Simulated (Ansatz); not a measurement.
Computed with Ansatz, DFT PBE, scalar-relativistic, plane waves, PAW. All cells share a 420 eV cutoff and Γ-centred k meshes spaced about 0.3 Å⁻¹ or finer (0.25 for metals, 2π included). No spin polarisation.

Temperature and zero-point effects are left out.

Two relaxed structures of Bi₂TeO₄:

A.

```cif
data_structure
_symmetry_space_group_name_H-M 'I4/mmm'
_symmetry_Int_Tables_number 139
_cell_length_a 4.2609
_cell_length_b 4.2609
_cell_length_c 12.5343
_cell_angle_alpha 90.000
_cell_angle_beta 90.000
_cell_angle_gamma 90.000
_cell_volume 227.57
loop_
_atom_site_label
_atom_site_type_symbol
_atom_site_symmetry_multiplicity
_atom_site_Wyckoff_symbol
_atom_site_fract_x
_atom_site_fract_y
_atom_site_fract_z
_atom_site_occupancy
Bi1 Bi 4 e 0.50000 0.50000 0.16240 1
Te1 Te 2 a 0.00000 0.00000 0.00000 1
O1 O 4 c 0.00000 0.50000 0.00000 1
O2 O 4 d 0.50000 0.00000 0.25000 1
```

B.

```cif
data_structure
_symmetry_space_group_name_H-M 'I4mm'
_symmetry_Int_Tables_number 107
_cell_length_a 6.6373
_cell_length_b 6.6373
_cell_length_c 6.8151
_cell_angle_alpha 90.000
_cell_angle_beta 90.000
_cell_angle_gamma 90.000
_cell_volume 300.23
loop_
_atom_site_label
_atom_site_type_symbol
_atom_site_symmetry_multiplicity
_atom_site_Wyckoff_symbol
_atom_site_fract_x
_atom_site_fract_y
_atom_site_fract_z
_atom_site_occupancy
Bi1 Bi 4 b 0.00000 0.50000 0.31872 1
Te1 Te 2 a 0.00000 0.00000 0.68964 1
O1 O 8 c 0.30170 0.30170 0.29997 1
```

Question: Which form is favoured at zero pressure, and by what margin per atom?

Answer: A is lower, by 36 meV/atom. A has space group I4/mmm (No. 139), 16.3 Å³/atom and no gap on its mesh; B has space group I4mm (No. 107), 21.4 Å³/atom and no gap. Counting O atoms around Bi and Te (those within 1.25 times the shortest such distance or 1.15 times the sum of covalent radii, 1.27 where that leaves under three; a plus sign parts nearer from farther groups), A has Bi 4+4, Te 4 and B has Bi 4, Te 4. In A, Bi has 4 O at 2.40 Å and 4 O at 2.95 Å; Te is surrounded by 4 O at 2.13 Å; around O on a site of symmetry mmm lie 2 Te at 2.13 Å and 4 Bi at 2.95 Å; 1 more site not described. In B, Bi is surrounded by 4 O at 2.40 Å; around Te lie 4 O at 2.01 Å; O is surrounded by 1 Te at 2.01 Å, 2 Bi at 2.40 Å and 2 O at 2.63 Å. Both come from trial cells of a structure search, whose lowest cell (C2, 18.5 Å³/atom) lies 141 meV/atom below the lower of the two.

No dispersion correction is applied, so the spacing and binding between layers, chains or molecules are poorly described (I4/mmm), and this can change margins and order among such cells. Spin–orbit coupling, which can matter for Bi and Te, is left out. The zero gap of I4/mmm may come from the functional, which often closes small gaps, or the cell may be a true semimetal. With atoms moved at random, A (by 59 meV/atom) fell into a lower structure. B had no clear such test and can be a saddle point. Some structure types and database cells were kept out of the candidates from the start, so a known form may be missing.
